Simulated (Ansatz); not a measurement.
Calculation for Hf (hcp type): DFT, r2SCAN, PAW with Ansatz's default frozen-core files, scalar-relativistic (Ansatz 0.2.0). This run: volume at 0.55 of the series' base cell.

The cell comes from a relaxation on PAW files under the same functional.

Command: `ansatz run input.yaml --threads 1 --pin off --max-ram 2048MiB --backend cpu --events-out ev --progress --plain --runs-dir out` It took 18 s on 1 thread of Arm Neoverse V1, with other jobs on the host, peak memory 0.42 GiB.

```yaml
crystal:
  lattice:
    - [2.5414543323, 0.0, 0.0]
    - [-1.2707271662, 2.2009640144, 0.0]
    - [0.0, 0.0, 4.3967528692]
  atoms:
    - { symbol: Hf, position: [0.3333333333, 0.6666666667, 0.25] }
    - { symbol: Hf, position: [0.6666666667, 0.3333333333, 0.75] }
kpoints:
  mp_grid: { grid: [14, 14, 8] }
scf:
  occupations: { method: fermi_dirac, width: 0.1 }
hamiltonian:
  xc: r2scan
  pseudopotentials: { kind: paw }
output:
  forces: true
  stress: true
  eigenvalues: true
  populations: true
```

Output:

```
Engine: ansatz 0.2.0
Pseudopotentials: kind: paw
Pseudopotential: Hf, paw, valence charge 26, recommended cutoff 500 eV (meta_gga), Hf.paw.azcp
Functional definition: r2SCAN
  parameter k0 = 0.174
  parameter k1 = 0.065
  parameter a1 = 4.9479
  exchange = r2scan_x(k0 = k0, k1 = k1, a1 = a1)
  correlation = r2scan_c
Crystal: 2 atoms, lattice volume = 24.594 Å³
Basis set: ecut = 500 eV, 641 PW (Γ), exchange–correlation on 80×80×144 points (64 copies of the dense FFT grid, shifted against one another)
Bands: 32, of which v1, the nominal top of the filled ones, is band 26 counted from 1 (25 counted from 0)
Symmetry: 24 space group operations
Space group: P63/mmc (ITA 194), of the structure as read, at distance tolerance 2.9e-5 Å
k-points: 120 of 1568
Non-local potential: Hf, projectors of the file, l = 0: 3, l = 1: 2, l = 2: 2, l = 3: 3
PAW form: soft (Blöchl's): semilocal exchange-correlation on the pseudo side does not see the compensation charge
PAW frozen core: Hf, regenerated for the run's functional (the file was generated under x = pbe(κ = 0.804, μ = 0.2195149727645171), c = pbe(β = 0.06672455060314922))
PAW one-centre angular grid: Hf, 974 points (default); XC on 160 Gauss nodes
Initial density: superposition of atomic densities (neutral atoms: chi_scale 0, normalization atom), corrected by the library's trained network
Initial wavefunctions: pseudopotential atomic-orbital guess
Functional: x = r2scan, c = r2scan; τ floored in thin density (d = 2e-4 eV/Å³)
SCF iter   1: F=—  HF=-31458.425585 eV  |F-HF|=—  |Δ(HF+E_count)|=         —  Δρ=1.28e-2  dr2=2.61e-2  dr2_τ=2.13e-1  ethr=1.77e-3  ⟨swp⟩=5.4  Hψ=14120  notcnv=0
preconditioner: auto → Kerker (q_TF=auto, 3.091 Å⁻¹)  [metal: Δε(μ)=0.027 eV  Ē_g=19.994 eV  σ=0.100 eV  W_gap=0.07  n_scr=10 (ndim 8)  ℏωp=51.9 eV  f_vac=0.000  D(μ)=1.14/eV (n_scr^D=10)]
SCF iter   2: F=—  HF=-31459.088575 eV  |F-HF|=—  |Δ(HF+E_count)|=   6.63e-1  Δρ=7.34e-3  dr2=7.63e-3  dr2_τ=1.21e-3  ethr=5.02e-5  ⟨swp⟩=2.0  Hψ=8608  notcnv=0  defer=32
SCF iter   3: F=—  HF=-31459.147266 eV  |F-HF|=—  |Δ(HF+E_count)|=   5.87e-2  Δρ=5.23e-3  dr2=4.53e-3  dr2_τ=2.36e-4  ethr=1.47e-5  ⟨swp⟩=2.0  Hψ=6294  notcnv=0  defer=32
SCF iter   4: F=—  HF=-31459.150143 eV  |F-HF|=—  |Δ(HF+E_count)|=   2.88e-3  Δρ=2.22e-3  dr2=8.63e-4  dr2_τ=9.26e-5  ethr=8.70e-6  ⟨swp⟩=2.9  Hψ=6941  notcnv=0  defer=32
SCF iter   5: F=—  HF=-31459.152466 eV  |F-HF|=—  |Δ(HF+E_count)|=   2.32e-3  Δρ=7.12e-4  dr2=6.85e-5  dr2_τ=1.59e-5  ethr=1.66e-6  ⟨swp⟩=2.0  Hψ=6757  notcnv=0  defer=32
SCF iter   6: F=—  HF=-31459.152502 eV  |F-HF|=—  |Δ(HF+E_count)|=   3.55e-5  Δρ=3.34e-4  dr2=1.48e-5  dr2_τ=5.34e-6  ethr=1.32e-7  ⟨swp⟩=1.8  Hψ=4007  notcnv=0  defer=32
SCF iter   7: F=—  HF=-31459.152512 eV  |F-HF|=—  |Δ(HF+E_count)|=   9.93e-6  Δρ=5.55e-5  dr2=4.22e-7  dr2_τ=1.12e-7  ethr=2.84e-8  ⟨swp⟩=2.0  Hψ=6645  notcnv=0  defer=32
SCF iter   8: F=-31459.152512 eV  HF=-31459.152512 eV  |F-HF|=9.46e-10  |Δ(HF+E_count)|=   2.14e-7  Δρ=1.69e-5  dr2=4.78e-8  dr2_τ=1.26e-8  ethr=1.92e-10  ⟨swp⟩=7.7  Hψ=20123  notcnv=0
SCF 1 converged in 8 iterations: F = -31459.152512 eV  dr2 = 4.78e-8
  greatest PAW one-centre occupation: 0.997 electrons in one spin orbital (limit 2), on the Hf atom at site 1 (counted from 0), in its partial waves of l = 3
SCF converged after 8 iterations
Free energy (F): -31459.152512 eV
Harris-Foulkes:  -31459.152512 eV  (|F-HF|=9.46e-10)
Internal energy: -31459.115461 eV  (E = F + TS)
E sigma→0 (E₀):  -31459.133987 eV
Entropy (-TS):   -0.037051 eV (-18.526 meV/atom)
Fermi energy:    36.949812 eV
--- Per-component energies (eV) ---
  E_band       = 961.407775
  E_kinetic    = 918.087167
  E_local      = -6725.523256  (includes V_loc(G=0)·N_el)
  E_nonlocal   = -2488.825292
  E_hartree    = 3522.595360
  E_xc         = -589.196677
  E_vxc        = -620.696914  (∫ρ·V_xc dr)
  E_paw        = -13922.443947  (= ΣΔE_a)
  E_vpaw       = 2801.522110  (= ΣTr[D̂ρ^β])
  E_aug_tail   = -0.000002  (compensation charges beyond the density's cutoff)
  E_vtau       = 31.672151  (kinetic-family band-sum trace: ∫τ·v_τ [+ j·A + Jᵃ·Aᵃ] dr)
  E_ewald      = -12174.451857
  E_core_change = 0.643044  (= ΣΔE_core)
  E_smearing   = -0.037051  (= −TS)
  E_closure    = -0.000000  (closes the sum)
  Σ components = -31459.152512   (vs F -31459.152512, Δ=0.00e0)
--- Forces (eV/Å), atoms counted from 1 ---
  atom   1  Hf    -0.00000000    -0.00000000     0.00000000
  atom   2  Hf     0.00000000     0.00000000    -0.00000000
  max |Σ_I F_I| component: 1.85e-17 eV/Å
--- Stress (GPa, compression-positive) ---
      172.330244       0.000000       0.000000
       -0.000000     172.330244      -0.000000
        0.000000      -0.000000     172.240906
  P = ⅓ Tr σ = 172.3005 GPa (1723.005 kbar)
--- Band table (eV; the first three rows and the last of 120) ---
  k-point 0: bands = ["-26.4590", "-25.8337", "3.1791", "7.5092", "7.5092", "7.5291", "7.9448", "7.9448", "25.5495", "25.5832", "25.6539", "25.8257", "25.8257", "25.8972", "25.8972", "25.9323", "25.9431", "25.9431", "26.0861", "26.0861", "26.1612", "26.1696", "28.4182", "31.1851", "36.9496", "38.3347", "38.3347", "39.6650", "39.6650", "41.1851", "42.4288", "42.4288"]
  k-point 1: bands = ["-26.4363", "-25.8587", "3.3179", "7.3235", "7.5254", "7.5254", "7.9278", "7.9278", "25.5421", "25.5778", "25.6718", "25.8179", "25.8179", "25.8852", "25.8852", "25.9236", "25.9602", "25.9602", "26.0915", "26.0915", "26.1616", "26.1693", "28.7221", "31.2522", "36.8217", "38.2747", "38.2747", "39.5142", "39.5142", "40.6558", "42.7442", "42.7442"]
  k-point 2: bands = ["-26.3714", "-25.9294", "3.7212", "6.7633", "7.5717", "7.5717", "7.8796", "7.8796", "25.5311", "25.5638", "25.7131", "25.8059", "25.8059", "25.8582", "25.8582", "25.8988", "25.9984", "25.9984", "26.0990", "26.0990", "26.1625", "26.1684", "29.5349", "31.4150", "36.5323", "38.1846", "38.1846", "39.1455", "39.1455", "39.3603", "43.5699", "43.5699"]
  k-point 119: bands = ["-25.4458", "-25.4458", "3.9403", "3.9403", "4.8291", "4.8291", "6.8172", "6.8172", "25.7411", "25.7411", "25.8085", "25.8085", "25.8648", "25.8648", "25.8881", "25.8881", "25.9219", "25.9219", "25.9845", "25.9845", "26.0420", "26.0420", "33.2427", "33.2427", "34.9530", "34.9530", "38.2311", "38.2311", "40.9308", "40.9308", "47.1308", "47.1308"]
--- Löwdin populations: 2 sites ---
  site symbol       q [e]
     0     Hf     25.9771
     1     Hf     25.9771
  spilling = 0.000879 (of n_electrons = 52.000000)
```

populations.tsv:

```
# site	symbol	l	j	q
# orbitals = lowdin
# n_electrons = 52.000000
# spilling = 0.000879
0	Hf	0_5S	-	1.881643
0	Hf	0_6S	-	0.517069
0	Hf	1_5P	-	5.857028
0	Hf	2_5D	-	3.757412
0	Hf	3_4F	-	13.963981
1	Hf	0_5S	-	1.881643
1	Hf	0_6S	-	0.517069
1	Hf	1_5P	-	5.857028
1	Hf	2_5D	-	3.757412
1	Hf	3_4F	-	13.963981
```

Next run (shape and atoms relaxed at 0.45 of the base cell's volume), as changes to the input before:

```diff
   lattice:
-    - [2.5414543323, 0.0, 0.0]
-    - [-1.2707271662, 2.2009640144, 0.0]
-    - [0.0, 0.0, 4.3967528692]
+    - [2.4508421608, 0.0, 0.0]
+    - [-1.2254210804, 2.1224915719, 0.0]
+    - [0.0, 0.0, 3.8682614079]
   atoms:
   stress: true
-  eigenvalues: true
-  populations: true
+  write_density: true
+  write_potential: true
+  elf: true
+  volumetric_format: npy
+relax:
+  f_tol: 0.005
+  max_steps: 30
+  cell: { stress_tol: 0.64, fix: [volume] }
```

Results part of the output:

```
basis re-selected at this cell: Δ(F+E_penalty+E_count) = -1.645e-4 eV, ΔP = +0.017 GPa vs the last step (what re-selecting the basis moved, of the pressure what is left beyond the Pulay correction that the steps carried, after the strain that the cell walked since its last selection, with what the two solves' SCF thresholds leave and, on support functions, any second-order correction that the steps lacked; it is no measure of the basis error at this ecutwfc). The dense FFT grid was sized anew with the basis: this SCF ran on 18×18×32 points, the steps before it on 18×18×30, so part of this shift can come from that change (see relax.cell in the input reference). This SCF's stress stands 3.05e-2 GPa from its target on what of the cell is left free (relax.cell.stress_tol is 6.40e-1 GPa) and its largest allowed force component is 1.85e-16 eV/Å (relax.f_tol is 5.00e-3 eV/Å): within both
SCF converged after 4 iterations
Free energy (F): -31452.347565 eV
Harris-Foulkes:  -31452.347565 eV  (|F-HF|=3.49e-10)
Internal energy: -31452.320929 eV  (E = F + TS)
E sigma→0 (E₀):  -31452.334247 eV
Entropy (-TS):   -0.026636 eV (-13.318 meV/atom)
Fermi energy:    45.172991 eV
--- Per-component energies (eV) ---
  E_band       = 1368.879634
  E_kinetic    = 951.630689
  E_local      = -5472.617946  (includes V_loc(G=0)·N_el)
  E_nonlocal   = -2484.345345
  E_hartree    = 3096.848292
  E_xc         = -598.514172
  E_vxc        = -634.627054  (∫ρ·V_xc dr)
  E_paw        = -13931.650982  (= ΣΔE_a)
  E_vpaw       = 2782.479484  (= ΣTr[D̂ρ^β])
  E_aug_tail   = -0.000002  (compensation charges beyond the density's cutoff)
  E_vtau       = 32.664466  (kinetic-family band-sum trace: ∫τ·v_τ [+ j·A + Jᵃ·Aᵃ] dr)
[... lines left out ...]
  max |Σ_I F_I| component: 1.30e-16 eV/Å
--- Stress (GPa, compression-positive) ---
      338.467658       0.000000      -0.000000
       -0.000000     338.467658       0.000000
       -0.000000       0.000000     338.421909
  P = ⅓ Tr σ = 338.4524 GPa (3384.524 kbar)
--- Band table (eV; the first three rows and the last of 120) ---
  k-point 0: bands = ["-19.3620", "-18.1596", "9.3165", "16.1914", "16.2910", "16.2910", "16.9763", "16.9763", "33.2486", "33.3029", "33.4546", "33.7400", "33.7400", "33.8585", "33.8585", "33.9136", "33.9549", "33.9549", "34.1654", "34.1654", "34.2839", "34.2962", "37.3036", "38.8446", "44.3087", "46.1923", "46.1923", "47.8071", "47.8071", "51.3013", "51.3013", "52.2633"]
  k-point 1: bands = ["-19.3202", "-18.2099", "9.5290", "15.8438", "16.3162", "16.3162", "16.9493", "16.9493", "33.2392", "33.2943", "33.4815", "33.7319", "33.7319", "33.8406", "33.8406", "33.8983", "33.9779", "33.9779", "34.1745", "34.1745", "34.2844", "34.2957", "37.7309", "38.9553", "44.1958", "46.1183", "46.1183", "47.6245", "47.6245", "51.6003", "51.6892", "51.6892"]
  k-point 2: bands = ["-19.1995", "-18.3509", "10.1470", "14.9165", "16.3883", "16.3883", "16.8728", "16.8728", "33.2236", "33.2722", "33.5463", "33.7192", "33.7192", "33.8006", "33.8006", "33.8553", "34.0325", "34.0325", "34.1872", "34.1872", "34.2857", "34.2944", "38.7956", "39.2637", "44.0125", "46.0065", "46.0065", "47.1775", "47.1775", "49.9308", "52.7071", "52.7071"]
  k-point 119: bands = ["-17.3517", "-17.3517", "10.4964", "10.4964", "11.8202", "11.8202", "15.0815", "15.0815", "33.5960", "33.5960", "33.6672", "33.6672", "33.7659", "33.7659", "33.8556", "33.8556", "33.8975", "33.8975", "34.0101", "34.0101", "34.0931", "34.0931", "40.4276", "40.4276", "42.7872", "42.7872", "47.2958", "47.2958", "50.1230", "50.1230", "57.2118", "57.2118"]
--- Relaxed structure (5 steps of the walk, 5 accepted, 1 SCFs on fresh bases) ---
  F+E_penalty+E_count = -31452.34756471 eV   max|allowed force component| = 1.850e-16 eV/Å   (the final SCF, on the basis selected at the relaxed cell)
  cell:  # Å, volume = 20.1223 Å³
    - [2.3695485922570336, -4.704383572027543e-34, 0.0]
    - [-1.1847742961285168, 2.0520892763962455, 0.0]
    - [0.0, 0.0, 4.138236071948867]
  atoms:
    - { symbol: Hf, position: [0.3333333333333333, 0.6666666666666666, 0.25] }
    - { symbol: Hf, position: [0.6666666666666666, 0.3333333333333333, 0.7499999999999999] }
```

Next run (volume at 0.45 of the series' base cell), as changes to the input before:

```diff
   lattice:
-    - [2.4508421608, 0.0, 0.0]
-    - [-1.2254210804, 2.1224915719, 0.0]
-    - [0.0, 0.0, 3.8682614079]
+    - [2.3695485923, 0.0, 0.0]
+    - [-1.1847742961, 2.0520892764, 0.0]
+    - [0.0, 0.0, 4.138236072]
   atoms:
   mp_grid: { grid: [14, 14, 8] }
+  band_path:
+    path:
+      - [0.0, 0.0, 0.0]
+      - [0.5, 0.0, 0.0]
+      - [0.3333333333, 0.3333333333, 0.0]
+      - [0.0, 0.0, 0.0]
+      - [0.0, 0.0, 0.5]
+      - [0.5, 0.0, 0.5]
+      - [0.3333333333, 0.3333333333, 0.5]
+      - [0.0, 0.0, 0.5]
+      - [0.5, 0.0, 0.5]
+    npoints: 8
 scf:
   stress: true
-  write_density: true
-  write_potential: true
-  elf: true
-  volumetric_format: npy
-relax:
-  f_tol: 0.005
-  max_steps: 30
-  cell: { stress_tol: 0.64, fix: [volume] }
+  eigenvalues: true
+  populations: true
+  dos: { projected: true, de: 0.2, e_range: [-14, 8] }
```

Command: `ansatz run input.yaml --threads 1 --pin off --max-ram 2048MiB --backend cpu --events-out ev --progress --plain --runs-dir out` It took 16 s on 1 thread of Arm Neoverse V1 (shared host), peak memory 0.39 GiB.

Results part of the output:

```
SCF 1 converged in 8 iterations: F = -31452.347565 eV  dr2 = 3.15e-8
  greatest PAW one-centre occupation: 0.997 electrons in one spin orbital (limit 2), on the Hf atom at site 1 (counted from 0), in its partial waves of l = 3
NSCF: frozen V_eff on 65 k-points
SCF converged after 8 iterations
Free energy (F): -31452.347565 eV
Harris-Foulkes:  -31452.347565 eV  (|F-HF|=1.92e-8)
Internal energy: -31452.320929 eV  (E = F + TS)
E sigma→0 (E₀):  -31452.334247 eV
Entropy (-TS):   -0.026636 eV (-13.318 meV/atom)
Fermi energy:    45.172967 eV
--- Per-component energies (eV) ---
  E_band       = 1368.875003
  E_kinetic    = 951.630983
  E_local      = -5472.621008  (includes V_loc(G=0)·N_el)
  E_nonlocal   = -2484.347535
  E_hartree    = 3096.850968
  E_xc         = -598.514190
  E_vxc        = -634.627029  (∫ρ·V_xc dr)
  E_paw        = -13931.648683  (= ΣΔE_a)
  E_vpaw       = 2782.476976  (= ΣTr[D̂ρ^β])
  E_aug_tail   = -0.000002  (compensation charges beyond the density's cutoff)
  E_vtau       = 32.664441  (kinetic-family band-sum trace: ∫τ·v_τ [+ j·A + Jᵃ·Aᵃ] dr)
  E_ewald      = -13014.314505
  E_core_change = 0.643044  (= ΣΔE_core)
  E_smearing   = -0.026636  (= −TS)
  E_closure    = -0.000000  (closes the sum)
  Σ components = -31452.347565   (vs F -31452.347565, Δ=0.00e0)
--- Forces (eV/Å), atoms counted from 1 ---
  atom   1  Hf     0.00000000     0.00000000     0.00000000
  atom   2  Hf    -0.00000000    -0.00000000     0.00000000
  max |Σ_I F_I| component: 0.00e0 eV/Å
--- Stress (GPa, compression-positive) ---
      338.467231      -0.000000      -0.000000
       -0.000000     338.467231       0.000000
       -0.000000       0.000000     338.421020
  P = ⅓ Tr σ = 338.4518 GPa (3384.518 kbar)
--- Band table (eV; the first three rows and the last of 120) ---
  k-point 0: bands = ["-19.3621", "-18.1597", "9.3164", "16.1913", "16.2909", "16.2909", "16.9762", "16.9762", "33.2485", "33.3028", "33.4545", "33.7399", "33.7399", "33.8584", "33.8584", "33.9135", "33.9548", "33.9548", "34.1653", "34.1653", "34.2838", "34.2961", "37.3036", "38.8446", "44.3087", "46.1923", "46.1923", "47.8071", "47.8071", "51.3013", "51.3013", "52.2633"]
  k-point 1: bands = ["-19.3202", "-18.2100", "9.5290", "15.8437", "16.3161", "16.3161", "16.9492", "16.9492", "33.2391", "33.2941", "33.4814", "33.7318", "33.7318", "33.8405", "33.8405", "33.8982", "33.9778", "33.9778", "34.1744", "34.1744", "34.2843", "34.2956", "37.7309", "38.9552", "44.1957", "46.1183", "46.1183", "47.6245", "47.6245", "51.6002", "51.6892", "51.6892"]
  k-point 2: bands = ["-19.1996", "-18.3510", "10.1470", "14.9164", "16.3883", "16.3883", "16.8727", "16.8727", "33.2235", "33.2721", "33.5462", "33.7191", "33.7191", "33.8005", "33.8005", "33.8552", "34.0324", "34.0324", "34.1871", "34.1871", "34.2856", "34.2943", "38.7956", "39.2636", "44.0125", "46.0065", "46.0065", "47.1775", "47.1775", "49.9307", "52.7072", "52.7072"]
  k-point 119: bands = ["-17.3518", "-17.3518", "10.4963", "10.4963", "11.8201", "11.8201", "15.0814", "15.0814", "33.5959", "33.5959", "33.6671", "33.6671", "33.7658", "33.7658", "33.8555", "33.8555", "33.8973", "33.8973", "34.0100", "34.0100", "34.0930", "34.0930", "40.4276", "40.4276", "42.7872", "42.7872", "47.2957", "47.2957", "50.1230", "50.1230", "57.2117", "57.2117"]
--- Löwdin populations: 2 sites ---
  site symbol       q [e]
     0     Hf     25.9704
     1     Hf     25.9704
  spilling = 0.001139 (of n_electrons = 52.000000)
```

Next run (volume at 0.45 of the series' base cell, ecut 800), as changes to the input before:

```diff
   mp_grid: { grid: [14, 14, 8] }
-  band_path:
-    path:
-      - [0.0, 0.0, 0.0]
-      - [0.5, 0.0, 0.0]
-      - [0.3333333333, 0.3333333333, 0.0]
-      - [0.0, 0.0, 0.0]
-      - [0.0, 0.0, 0.5]
-      - [0.5, 0.0, 0.5]
-      - [0.3333333333, 0.3333333333, 0.5]
-      - [0.0, 0.0, 0.5]
-      - [0.5, 0.0, 0.5]
-    npoints: 8
 scf:
   eigenvalues: true
-  populations: true
-  dos: { projected: true, de: 0.2, e_range: [-14, 8] }
+  write_density: true
+  write_potential: true
+  elf: true
+  volumetric_format: npy
+basis:
+  ecutwfc: 800
```

Command: `ansatz run input.yaml --threads 1 --pin off --max-ram 2048MiB --backend cpu --events-out ev --progress --plain --runs-dir out` It took 27 s on 1 thread of Arm Neoverse V1 (shared host), peak memory 0.51 GiB.

Results part of the output:

```
SCF 1 converged in 8 iterations: F = -31452.353948 eV  dr2 = 4.62e-8
  greatest PAW one-centre occupation: 0.997 electrons in one spin orbital (limit 2), on the Hf atom at site 1 (counted from 0), in its partial waves of l = 3
SCF converged after 8 iterations
Free energy (F): -31452.353948 eV
Harris-Foulkes:  -31452.353948 eV  (|F-HF|=1.72e-8)
Internal energy: -31452.327313 eV  (E = F + TS)
E sigma→0 (E₀):  -31452.340630 eV
Entropy (-TS):   -0.026635 eV (-13.318 meV/atom)
Fermi energy:    45.172803 eV
--- Per-component energies (eV) ---
  E_band       = 1368.910993
  E_kinetic    = 951.707584
  E_local      = -5472.571878  (includes V_loc(G=0)·N_el)
  E_nonlocal   = -2484.514487
  E_hartree    = 3096.807962
  E_xc         = -598.547657
  E_vxc        = -634.671762  (∫ρ·V_xc dr)
  E_paw        = -13931.537376  (= ΣΔE_a)
  E_vpaw       = 2782.688000  (= ΣTr[D̂ρ^β])
  E_aug_tail   = 0.000000  (compensation charges beyond the density's cutoff)
  E_vtau       = 32.662368  (kinetic-family band-sum trace: ∫τ·v_τ [+ j·A + Jᵃ·Aᵃ] dr)
  E_ewald      = -13014.314505
  E_core_change = 0.643044  (= ΣΔE_core)
  E_smearing   = -0.026635  (= −TS)
  E_closure    = -0.000000  (closes the sum)
  Σ components = -31452.353948   (vs F -31452.353948, Δ=0.00e0)
--- Forces (eV/Å), atoms counted from 1 ---
  atom   1  Hf     0.00000000     0.00000000     0.00000000
  atom   2  Hf    -0.00000000    -0.00000000     0.00000000
  max |Σ_I F_I| component: 0.00e0 eV/Å
--- Stress (GPa, compression-positive) ---
      338.313053      -0.000000      -0.000000
       -0.000000     338.313053       0.000000
       -0.000000       0.000000     338.308030
  P = ⅓ Tr σ = 338.3114 GPa (3383.114 kbar)
--- Band table (eV; the first three rows and the last of 120) ---
  k-point 0: bands = ["-19.3628", "-18.1605", "9.3162", "16.1910", "16.2905", "16.2905", "16.9761", "16.9761", "33.2501", "33.3043", "33.4560", "33.7415", "33.7415", "33.8601", "33.8601", "33.9151", "33.9564", "33.9564", "34.1670", "34.1670", "34.2856", "34.2978", "37.3031", "38.8444", "44.3086", "46.1922", "46.1922", "47.8070", "47.8070", "51.3011", "51.3011", "52.2627"]
  k-point 1: bands = ["-19.3210", "-18.2108", "9.5287", "15.8435", "16.3157", "16.3157", "16.9491", "16.9491", "33.2406", "33.2957", "33.4829", "33.7334", "33.7334", "33.8422", "33.8422", "33.8998", "33.9794", "33.9794", "34.1760", "34.1760", "34.2860", "34.2974", "37.7304", "38.9550", "44.1956", "46.1182", "46.1182", "47.6244", "47.6244", "51.5996", "51.6889", "51.6889"]
  k-point 2: bands = ["-19.2004", "-18.3518", "10.1467", "14.9161", "16.3879", "16.3879", "16.8725", "16.8725", "33.2250", "33.2736", "33.5477", "33.7207", "33.7207", "33.8021", "33.8021", "33.8567", "34.0340", "34.0340", "34.1887", "34.1887", "34.2874", "34.2960", "38.7951", "39.2634", "44.0123", "46.0064", "46.0064", "47.1774", "47.1774", "49.9303", "52.7069", "52.7069"]
  k-point 119: bands = ["-17.3532", "-17.3532", "10.4961", "10.4961", "11.8200", "11.8200", "15.0811", "15.0811", "33.5976", "33.5976", "33.6686", "33.6686", "33.7674", "33.7674", "33.8571", "33.8571", "33.8990", "33.8990", "34.0116", "34.0116", "34.0948", "34.0948", "40.4274", "40.4274", "42.7869", "42.7869", "47.2955", "47.2955", "50.1228", "50.1228", "57.2109", "57.2109"]
```

Spin–orbit coupling is left out, which matters for the heavy atoms. The PAW files were made under PBE.
